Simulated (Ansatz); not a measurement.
**Thickness series of a surface: fcc Ni (100)**

All-electron LAPW in Ansatz 0.2.0 under PBE, scalar-relativistic, energies extrapolated to zero smearing, no spin–orbit coupling, ferromagnetic start (antiferromagnetic order not tried). The 1×1 slabs (area 6.20 Å²) are cut from the bulk relaxed on PAW files, and their atoms are relaxed; γ counts from the bulk energy, Δd12 is the change of the outer spacing. No reconstruction is allowed, and meshes differ a little between slabs.

```
planes  γ (J/m²)  Φ (eV)  Δd12 (%)
     1     2.315    5.12         –
     3     2.259    4.89         ?
     4     2.251    4.88      -3.7
     5     2.256    4.90      -3.6
     6     2.248    4.90      -3.7
     7     2.254       ?      -3.6
```

Q: Give the missing entry: row "3", column "Δd12 (%)".

A: -3.0.

Q: What belongs in the row "7", column "Φ (eV)"?

A: 4.91.

Q: How far have the values settled with thickness?

A: Between 6 and 7 planes γ moves by +0.3 % and Φ by 0.00 eV. Thin films carry quantum-size oscillations, so two neighbours that agree don't prove convergence.
